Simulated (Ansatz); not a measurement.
**Ni (diamond): energy against volume**

All numbers below come from DFT, LDA (PW92), plane waves (420 eV) with PAW, scalar-relativistic in Ansatz. (PAW data from PBE, frozen cores regenerated.)

The cell is scaled uniformly from the relaxed one, with fractional coordinates and shape fixed. Energies are extrapolated to zero smearing, pressures are those at the given smearing. Magnetic state: spin not included. Spin polarisation is off; a magnetic state may lie lower.

A Birch-Murnaghan fit gives V₀ = 14.99 Å³/atom, B₀ = 122 GPa, B₀′ = 4.7.

**Question.** What are the energy above the minimum and the pressure at 14.434 Å³/atom?

**Answer.** 8.5 meV/atom and 5.44 GPa as computed.

**Question.** What are the energy above the minimum and the pressure at 15.637 Å³/atom?

**Answer.** 9.7 meV/atom and -4.31 GPa as computed.

**Question.** What are the energy above the minimum and the pressure at 16.238 Å³/atom?

**Answer.** 33.8 meV/atom and -7.74 GPa as computed.
